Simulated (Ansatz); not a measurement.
B in space group I4_132 (No. 214; B on 8a) under volume change, the program Ansatz at the PBE level (PAW), scaled uniformly.

```tsv
V (Å³/atom)	E − E(relaxed) (meV/atom)	P (GPa)
11.455	39.1	11.85
11.833	16.6	7.37
12.210	4.0	3.44
12.588	0.0	0.00
12.966	3.6	-3.02
13.343	13.9	-5.67
13.721	30.1	-8.00
```

### Question
What does a third-order Birch–Murnaghan fit give for V₀, B₀ and B′?

### Answer
V₀ = 12.59 Å³/atom, B₀ = 107 GPa, B′ = 3.4.

The start of the workflow was typed in or built on a structure type; neither database checked (COD, Materials Project) lists it. It is not the phase usual at ambient conditions (space group No. 166). Symmetry was held in the PBE relaxation; its stability against distortions is not shown here.

Potentials: the earlier of the program's two PAW sets.
